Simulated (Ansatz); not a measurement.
In plane-wave PAW PBEsol (Ansatz code), InPt3C in the anti-perovskite structure (Pm-3m) relaxes to a = 4.198 Å. In has 12 nearest neighbours from 2.97 Å (cuboctahedral); C has 6 nearest neighbours from 2.10 Å (octahedral). Its formation energy from the elements is 22 kJ/mol of atoms, with no fitted shifts.

Electronic character: metallic (no gap). Gap from PBEsol with spin–orbit coupling: none (metallic).

An equation-of-state fit gives a bulk modulus of 220 GPa. The relaxed-ion elastic constants in GPa are C11 = 294, C12 = 183, C44 = -6.5. The highest mode at Γ lies at 375 cm⁻¹.

The start of the workflow was typed in or built on a structure type; neither database checked (COD, Materials Project) lists it. Its standing as an ambient phase is unchecked. The cell was relaxed with PBEsol under the symmetry of its start. At this level the phase is dynamically unstable (imaginary phonons). No spin polarisation was allowed. Its formation energy is positive at this level, so the cell may be metastable or incomplete. As this level gives no gap, shear constants depend on the k-mesh and smearing (Fermi–Dirac, 0.1 eV here). As this level gives no gap, phonon frequencies hold no LO–TO term and depend on the k-mesh and smearing (Fermi–Dirac, 0.1 eV here). The references are the lowest solids computed at this level, not always the standard phases. Scalar-relativistic: spin–orbit coupling is off unless named, which matters more the heavier the elements.

Potentials: the later of the program's two PAW sets.
